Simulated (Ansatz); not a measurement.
An Ansatz (a first-principles code) run. Input:

Ansatz 0.2 input:
```yaml
crystal:
  lattice:
    - [0.0, 4.461083566, 4.461083566]
    - [4.461083566, 0.0, 4.461083566]
    - [4.461083566, 4.461083566, 0.0]
  atoms:
    - { symbol: Zn, position: [0.75, 0.75, 0.75] }
    - { symbol: Zn, position: [0.5, 0.5, 0.5] }
    - { symbol: In, position: [0.125, 0.125, 0.625] }
    - { symbol: In, position: [0.125, 0.625, 0.125] }
    - { symbol: In, position: [0.125, 0.125, 0.125] }
    - { symbol: In, position: [0.625, 0.125, 0.125] }
    - { symbol: O, position: [0.8806528076, 0.8806528076, 0.8806528076] }
    - { symbol: O, position: [0.8919584227, 0.3693471924, 0.3693471924] }
    - { symbol: O, position: [0.8806528076, 0.8806528076, 0.3580415773] }
    - { symbol: O, position: [0.3693471924, 0.8919584227, 0.3693471924] }
    - { symbol: O, position: [0.3580415773, 0.8806528076, 0.8806528076] }
    - { symbol: O, position: [0.3693471924, 0.3693471924, 0.3693471924] }
    - { symbol: O, position: [0.8806528076, 0.3580415773, 0.8806528076] }
    - { symbol: O, position: [0.3693471924, 0.3693471924, 0.8919584227] }
kpoints:
  mp_grid: { grid: [5, 5, 5] }
basis: { xc_grid: 2 }
hamiltonian:
  xc: pbesol
  pseudopotentials: { kind: paw }
scf:
  occupations: { method: fixed }
output:
  optics: { e_range: [0.0, 15.0], de: 0.05, sigma: 0.1, bands: { spectra_wanted_up_to: 12 eV } }
```

Output (shortened):

```
output.optics: the spectra are integrated over the Brillouin zone by k·p interpolation around the k-points, where levels, occupations, output.optics.sigma and …
Pseudopotentials: kind: paw
Pseudopotential: Zn, paw, valence charge 12
Pseudopotential: In, paw, valence charge 13
Pseudopotential: O, paw, valence charge 6
Functional definition: PBEsol
Crystal: 14 atoms, lattice volume = 177.562 Å³
Basis set: ecut = 420 eV, 3479 PW (Γ), exchange–correlation on 90×90×90 points (8 copies of the dense FFT grid, shifted against one another)
Bands: 76, of which v1, the nominal top of the filled ones, is band 62 counted from 1 (61 counted from 0)
Symmetry: 48 space group operations
Space group: Fd-3m (ITA 227), of the structure as read, at distance tolerance 5.6e-5 Å
k-points: 10 of 125
PAW frozen core: Zn, regenerated for the run's functional, and the local potential with it
PAW frozen core: In, regenerated for the run's functional, and the local potential with it
PAW frozen core: O, regenerated for the run's functional, and the local potential with it
Initial wavefunctions: pseudopotential atomic-orbital guess
Eigensolver: davidson
Functional: x = pbesol(κ = 0.804, μ = 0.12345679012345678), c = pbesol(β = 0.046)
SCF iter   1: F=—  HF=-33151.746395 eV  |F-HF|=—  |Δ(HF+E_count)|=         —  Δρ=1.68e-2  dr2=4.09e-1  ethr=1.77e-3  ⟨swp⟩=4.9  Hψ=2777  notcnv=0  defer=119
all-band conjugate gradients solve this SCF's bands
preconditioner: auto → Resta (q_TF=auto, 2.570 Å⁻¹)
SCF iter   2: F=—  HF=-33151.634967 eV  |F-HF|=—  |Δ(HF+E_count)|=   1.11e-1  Δρ=2.77e-3  dr2=6.54e-3  ethr=3.30e-4  ⟨swp⟩=2.4  Hψ=1256  notcnv=0  defer=120
SCF iter   3: F=—  HF=-33151.633797 eV  |F-HF|=—  |Δ(HF+E_count)|=   1.17e-3  Δρ=1.20e-3  dr2=1.85e-3  ethr=5.28e-6  ⟨swp⟩=2.0  Hψ=1257  notcnv=0  defer=120
SCF iter   4: F=—  HF=-33151.633768 eV  |F-HF|=—  |Δ(HF+E_count)|=   2.82e-5  Δρ=4.28e-4  dr2=2.83e-4  ethr=1.49e-6  ⟨swp⟩=2.0  Hψ=1144  notcnv=0  defer=108
SCF iter   5: F=—  HF=-33151.633792 eV  |F-HF|=—  |Δ(HF+E_count)|=   2.39e-5  Δρ=1.77e-4  dr2=4.60e-5  ethr=2.28e-7  ⟨swp⟩=2.0  Hψ=1237  notcnv=0  defer=65
SCF iter   6: F=—  HF=-33151.633779 eV  |F-HF|=—  |Δ(HF+E_count)|=   1.37e-5  Δρ=6.02e-5  dr2=5.99e-6  ethr=3.71e-8  ⟨swp⟩=2.0  Hψ=1032  notcnv=0  defer=63
SCF iter   7: F=—  HF=-33151.633897 eV  |F-HF|=—  |Δ(HF+E_count)|=   1.19e-4  Δρ=8.74e-6  dr2=1.61e-7  ethr=4.83e-9  ⟨swp⟩=2.0  Hψ=1065  notcnv=0  defer=63
SCF iter   8: F=—  HF=-33151.633897 eV  |F-HF|=—  |Δ(HF+E_count)|=   1.77e-7  Δρ=2.46e-6  dr2=1.26e-8  ethr=1.30e-10  ⟨swp⟩=2.0  Hψ=1260  notcnv=0  defer=63
SCF iter  12: F=-33151.633897 eV  HF=-33151.633897 eV  |F-HF|=2.91e-11  |Δ(HF+E_count)|=  1.46e-11  Δρ=2.03e-8  dr2=6.16e-13  ethr=1.00e-12  ⟨swp⟩=10.3  Hψ=2717  notcnv=0
SCF 1 converged in 12 iterations: F = -33151.633897 eV  dr2 = 6.16e-13
NSCF: frozen V_eff on 10 k-points
Optics k sum: 0 of 10 k-points
Optics k sum: 1 of 10 k-points
Optics k sum: 2 of 10 k-points
Optics k sum: 3 of 10 k-points
Optics k sum: 4 of 10 k-points
Optics k sum: 5 of 10 k-points
Optics k sum: 6 of 10 k-points
Optics k sum: 7 of 10 k-points
Optics k sum: 8 of 10 k-points
Optics k sum: 9 of 10 k-points
Optics k sum: 10 of 10 k-points
Optics k sum: 0 of 10 k-points
Optics k sum: 1 of 10 k-points
Optics k sum: 2 of 10 k-points
Optics k sum: 3 of 10 k-points
Optics k sum: 4 of 10 k-points
Optics k sum: 5 of 10 k-points
Optics k sum: 6 of 10 k-points
Optics k sum: 7 of 10 k-points
Optics k sum: 8 of 10 k-points
Optics k sum: 9 of 10 k-points
Optics k sum: 10 of 10 k-points
NSCF: frozen V_eff on 1 k-points
NSCF: frozen V_eff on 1 k-points
NSCF: frozen V_eff on 1 k-points
NSCF: frozen V_eff on 1 k-points
output.optics: what the bands over the 113 summed would add to eps1, eps2 and the energy-loss function is held between a lower and an upper bound (7 Lanczos …
SCF converged after 12 iterations
Free energy (F): -33151.633897 eV
Harris-Foulkes:  -33151.633897 eV  (|F-HF|=2.91e-11)
Internal energy: -33151.633897 eV  (E = F + TS)
E sigma→0 (E₀):  -33151.633897 eV
Fermi energy:    7.914245 eV
--- Per-component energies (eV) ---
  E_band       = 49.327326
  E_kinetic    = 2639.654353
  E_local      = -10107.290635  (includes V_loc(G=0)·N_el)
  E_nonlocal   = 3119.575392
  E_hartree    = 3990.074317
  E_xc         = -1699.254666
  E_vxc        = -1242.731421  (∫ρ·V_xc dr)
  E_paw        = -21169.452268  (= ΣΔE_a)
  E_vpaw       = -2340.047587  (= ΣTr[D̂ρ^β])
  E_aug_tail   = 0.018602  (compensation charges beyond the density's cutoff)
  E_ewald      = -9927.779614
  E_core_change = 2.820623  (= ΣΔE_core)
  E_smearing   =  0.000000  (= −TS)
  E_closure    = 0.000000  (closes the sum)
  Σ components = -33151.633897   (vs F -33151.633897, Δ=0.00e0)
  [band-id]    e_kinetic+e_local+e_nonlocal+2·e_hartree+e_vxc+e_vpaw+e_augmentation_tail = 49.327337   (vs E_band 49.327326, Δ=1.14e-5)
--- Band table (eV; the first three rows and the last of 10) ---
  k-point 0: bands = ["-9.6955", "-9.0159", "-9.0159", "-9.0159", "-8.6367", "-8.4766", "-8.4766", "-8.4766", "-4.7019", "-4.5209", "-4.5209", "-4.2709", "-4.2709", "-4.2709", "-4.1774", "-4.1774", "-4.1774", "-4.0298", "-4.0298", "-3.9900", "-3.9900", "-3.9900", "-3.7563", "-3.7563", "-3.7563", "-3.1345", "-3.1345", "-3.1345", "2.3876", "2.6273", "2.9629", "2.9629", "2.9629", "3.1162", "3.1162", "3.4791", "3.4791", "3.4791", "3.6524", "3.6524", "3.6524", "3.8848", "3.8848", "4.8156", "4.8156", "5.7917", "5.7917", "5.7917", "6.1348", "6.1348", "6.1348", "7.4304", "7.4304", "7.4304", "7.6047", "7.6047", "7.6047", "7.7783", "7.7783", "7.7783", "7.9142", "7.9142", "9.1935", "12.6168", "13.4192", "13.4192", "13.4192", "14.2947", "14.2947", "14.2947", "15.9969", "17.3571", "17.3571", "17.3571", "17.9530", "18.7584"]
  k-point 1: bands = ["-9.6123", "-9.0270", "-8.9793", "-8.9793", "-8.6983", "-8.5261", "-8.5261", "-8.5142", "-4.6511", "-4.4807", "-4.4807", "-4.2609", "-4.2451", "-4.2451", "-4.1786", "-4.1331", "-4.1331", "-4.0372", "-4.0111", "-4.0111", "-3.9909", "-3.9909", "-3.8022", "-3.8022", "-3.7563", "-3.2347", "-3.2347", "-3.1576", "2.4443", "2.5785", "2.9088", "2.9088", "3.0477", "3.2979", "3.2979", "3.5671", "3.5671", "3.6647", "3.6647", "3.7151", "3.8317", "3.8654", "3.8654", "4.8424", "4.8424", "5.5958", "5.7685", "5.7685", "6.1012", "6.1012", "6.2072", "6.6456", "7.1999", "7.3374", "7.3374", "7.4553", "7.4553", "7.6230", "7.6230", "7.6868", "7.8859", "7.8859", "10.0568", "12.9228", "13.7199", "13.7199", "13.7220", "14.2145", "14.7206", "14.7206", "16.0639", "17.2743", "17.2743", "17.3840", "18.0214", "18.6920"]
  k-point 2: bands = ["-9.4141", "-9.0375", "-8.9206", "-8.8947", "-8.8947", "-8.6311", "-8.6311", "-8.5225", "-4.5467", "-4.4235", "-4.4235", "-4.2355", "-4.1806", "-4.1552", "-4.1552", "-4.1483", "-4.0894", "-4.0894", "-4.0030", "-4.0030", "-3.9642", "-3.9642", "-3.8386", "-3.8386", "-3.7563", "-3.4519", "-3.4519", "-3.1913", "2.5123", "2.5390", "2.9007", "2.9007", "3.3017", "3.3868", "3.3868", "3.6966", "3.6966", "3.7998", "3.7998", "3.9308", "4.0255", "4.0255", "4.3592", "4.6261", "4.6261", "5.4997", "5.5635", "5.7816", "5.7816", "6.2509", "6.2509", "6.3461", "6.4126", "6.9617", "6.9617", "7.0930", "7.0930", "7.5170", "7.5183", "7.5183", "7.9132", "7.9132", "11.3922", "12.5987", "14.2857", "14.2857", "14.3869", "14.5194", "15.4693", "15.4693", "16.0862", "17.2946", "17.2946", "17.6175", "17.8982", "18.0871"]
  k-point 9: bands = ["-9.2528", "-9.0359", "-8.9397", "-8.9155", "-8.8168", "-8.7088", "-8.6947", "-8.6286", "-4.4473", "-4.3532", "-4.3203", "-4.3072", "-4.2554", "-4.2124", "-4.1189", "-4.0964", "-4.0527", "-4.0447", "-4.0202", "-4.0083", "-3.9825", "-3.9231", "-3.9180", "-3.8460", "-3.6560", "-3.6324", "-3.4156", "-3.3482", "2.5116", "2.5198", "2.9749", "3.0497", "3.2812", "3.4842", "3.5733", "3.6327", "3.6476", "3.7301", "3.8288", "4.0622", "4.3316", "4.4250", "4.5306", "4.9031", "4.9457", "5.0646", "5.3040", "5.4949", "5.5727", "5.6829", "6.3466", "6.3707", "6.6316", "6.7428", "6.7902", "6.9186", "7.1095", "7.2251", "7.2498", "7.3342", "7.7027", "7.8132", "12.3556", "13.2500", "13.6589", "13.8457", "14.9311", "15.1204", "16.1206", "16.2759", "16.6888", "16.7333", "17.4335", "17.5138", "18.0509", "18.2923"]
  band table: 76 of 76 bands, residual norms ≤ 1.0e-3 eV
```

Cost: roughly 100 core-seconds on shared cores.

The workflow started from a Materials Project entry (that database holds measured and hypothetical structures alike); the Crystallography Open Database copy checked does not list it. Whether it is the stable phase at ambient conditions was not checked. Symmetry was held in the PBEsol relaxation; of distortions, only those at the zone centre were tested. Spin–orbit coupling is left out wherever it is not named.

Potentials: the later of the program's two PAW sets.

Ansatz is a plane-wave DFT program.
